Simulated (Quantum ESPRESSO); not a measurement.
pw.x input (Quantum ESPRESSO 7.5; PBEsol, PseudoDojo standard norm-conserving files, scalar-relativistic):

```
&CONTROL
  calculation = 'scf'
  pseudo_dir = './pseudo'
  outdir = './out'
  tprnfor = .true.
  tstress = .true.
/
&SYSTEM
  ibrav = 0
  nat = 10
  ntyp = 4
  ecutwfc = 74.0
  ecutrho = 296.0
  occupations = 'smearing'
  smearing = 'fd'
  degauss = 0.002
  nbnd = 44
/
&ELECTRONS
  conv_thr = 1e-09
/
ATOMIC_SPECIES
Li 6.9400 Li.upf
Cl 35.4500 Cl.upf
Y 88.9058 Y.upf
Cs 132.9055 Cs.upf
CELL_PARAMETERS angstrom
  0.000000000000   5.313830000000   5.313830000000
  5.313830000000   0.000000000000   5.313830000000
  5.313830000000   5.313830000000   0.000000000000
ATOMIC_POSITIONS crystal
Li   0.500000000000   0.500000000000   0.500000000000
Cl   0.750320000000   0.249680000000   0.249680000000
Cl   0.249680000000   0.750320000000   0.750320000000
Cl   0.249680000000   0.750320000000   0.249680000000
Cl   0.750320000000   0.249680000000   0.750320000000
Cl   0.249680000000   0.249680000000   0.750320000000
Cl   0.750320000000   0.750320000000   0.249680000000
Y   0.000000000000   0.000000000000   0.000000000000
Cs   0.750000000000   0.750000000000   0.750000000000
Cs   0.250000000000   0.250000000000   0.250000000000
K_POINTS automatic
4 4 4 0 0 0
```

End of the output:

```
     total energy              =    -387.23350378 Ry
     estimated scf accuracy    <       0.00000053 Ry
     total energy              =    -387.23350395 Ry
     estimated scf accuracy    <       0.00000002 Ry
     total energy              =    -387.23350396 Ry
     estimated scf accuracy    <          1.2E-09 Ry
[...]
     the Fermi energy is     3.6462 ev
!    total energy              =    -387.23350396 Ry
     estimated scf accuracy    <          6.5E-10 Ry
     smearing contrib. (-TS)   =       0.00000000 Ry
     internal energy E=F+TS    =    -387.23350396 Ry
     The total energy is F=E-TS. E is the sum of the following terms:
     one-electron contribution =     -92.75918987 Ry
     hartree contribution      =      71.13275198 Ry
     xc contribution           =     -99.92976659 Ry
     ewald contribution        =    -265.67729948 Ry
     convergence has been achieved in  10 iterations
     Forces acting on atoms (cartesian axes, Ry/au):
     atom    1 type  1   force =    -0.00000000    0.00000000    0.00000000
     atom    2 type  2   force =    -0.00654003    0.00000000    0.00000000
     atom    3 type  2   force =     0.00654003    0.00000000    0.00000000
     atom    4 type  2   force =     0.00000000   -0.00654003    0.00000000
     atom    5 type  2   force =     0.00000000    0.00654003    0.00000000
     atom    6 type  2   force =     0.00000000   -0.00000000   -0.00654003
     atom    7 type  2   force =    -0.00000000    0.00000000    0.00654003
     atom    8 type  3   force =     0.00000000    0.00000000   -0.00000000
     atom    9 type  4   force =     0.00000000    0.00000000   -0.00000000
     atom   10 type  4   force =    -0.00000000   -0.00000000    0.00000000
     Total force =     0.016020     Total SCF correction =     0.000089
     Computing stress (Cartesian axis) and pressure
          total   stress  (Ry/bohr**3)                   (kbar)     P=      -17.49
  -0.00011886   0.00000000   0.00000000          -17.49        0.00        0.00
   0.00000000  -0.00011886  -0.00000000            0.00      -17.49       -0.00
  -0.00000000  -0.00000000  -0.00011886           -0.00       -0.00      -17.49
```
In a gapped system the printed Fermi energy is only some level inside the gap.

Geometry of the Materials Project entry, not relaxed at this level.
